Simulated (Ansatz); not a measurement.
Values for one crystal, relaxed and computed with DFT-r²SCAN in the program Ansatz with PAW potentials; other levels are named.

```yaml
volume_per_atom: 18.67 Å³
band_gap: 0.79 eV (direct)
Electron effective mass with spin–orbit coupling: 0.98, 1.6, 1.6 mₑ (principal values)
electron_effective_mass: 0.78, 1.4, 1.4 mₑ (principal values)
HSE06 gap on the r²SCAN cell: 1.76 eV
conduction_band_minimum: at M
Pressure derivative B′: 4.1
```

### Question
Pick the material that matches.
(A) CrAuS2, R-3m (Cr on 3b, S on 6c, Au on 3a)
(B) PtS, P4_2/mmc (Pt on 2c, S on 2e)
(C) CdS, wurtzite
(D) MgSe, P4_2/mmc (Mg on 2c, Se on 2e)

### Answer
B, PtS, P4_2/mmc (Pt on 2c, S on 2e)

The workflow started from a Materials Project entry (that database holds measured and hypothetical structures alike); the Crystallography Open Database files this formula in space group No. 131, but the cells were not matched. Whether it is the stable phase at ambient conditions was not checked. The r²SCAN relaxation kept the symmetry of its start; its stability against distortions is not shown here. The run is not spin-polarised. Scalar-relativistic: spin–orbit coupling is off unless named, which matters more the heavier the elements.

Potentials: the later of the program's two PAW sets.
